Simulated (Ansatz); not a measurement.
Values for one crystal, relaxed and computed with the program Ansatz at the r²SCAN level (PAW); other levels are named.

- Volume per atom: 13.71 Å³
- Electronic character: metallic (no gap)
- Pressure derivative B′: 4.3
- Young's modulus: 241 GPa
- Density of states at the Fermi level: 0.43 states/eV per atom (mean over ±0.08 eV)
- Elastic constants (relaxed ions, GPa): C11 = 282, C12 = 168, C13 = 191, C33 = 330, C44 = 177
- Poisson's ratio: 0.32

Q: Which compound is it?
A) SiRu, CsCl type
B) ScSi, CsCl type
C) Nb2SiN, P6_3/mmc (Si on 2d, Nb on 4f, N on 2a)
D) W2N, anti-CdI2 type

A: C, Nb2SiN, P6_3/mmc (Si on 2d, Nb on 4f, N on 2a)

The start of the workflow was typed in or built on a structure type; neither database checked (COD, Materials Project) lists it. Its standing as an ambient phase is unchecked. Symmetry was held in the r²SCAN relaxation; its stability against distortions is not shown here. The workflow began spin-polarised and lost its moments. As this level gives no gap, shear constants depend on the k-mesh and smearing (Fermi–Dirac, 0.1 eV here). On the denser mesh and wider smearing of the elastic run this cell carries a stress of 0.4 GPa. Scalar-relativistic: spin–orbit coupling is off unless named, which matters more the heavier the elements.

Potentials: the earlier of the program's two PAW sets.
